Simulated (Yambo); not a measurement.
CsSnBr₃ (cubic perovskite, space group Pm-3m, No. 221), G0W0@PBEsol in Yambo with this input:

```
rim_cut
gw0
dyson
el_el_corr
HF_and_locXC
ppa
em1d
RandQpts= 1000000
RandGvec= 1 Ry
EXXRLvcs= 72 Ry
VXCRLvcs= 288 Ry
Chimod= "HARTREE"
% BndsRnXp
 1 | 548 |
%
NGsBlkXp= 7 Ry
% LongDrXp
 1.0 | 1.0 | 1.0 |
%
PPAPntXp= 27.2114 eV
% GbndRnge
 1 | 548 |
%
GTermKind= "BG"
DysSolver= "n"
ExtendOut
```

On a 2×2×2 mesh, with wavefunctions cut at 72 Ry, the gap (R → R) is 0.923 eV and the valence edge shifts by -0.754 eV.

Q: What happens with this change: no terminator?

A: The gap falls by 0.057 eV, to 0.866 eV; the shift of the valence edge becomes -0.614 eV. Neither run is shown to be the converged limit.

The standard potential for Sn keeps a d shell in the valence without the s and p states of that shell. In tests on such compounds this moved G0W0 gaps by up to about 0.9 eV, so absolute quasiparticle energies here are unreliable; differences between settings are what counts.

Spin-orbit coupling is included.

Geometry of the Materials Project entry, not relaxed at this level; primitive cell a = b = c = 5.8390 Å, α = β = γ = 90.00°.

The structure is a Materials Project entry; no match was found in the copy of COD used, and its stability was not checked.

A shift is the quasiparticle energy of the state minus its PBEsol energy.
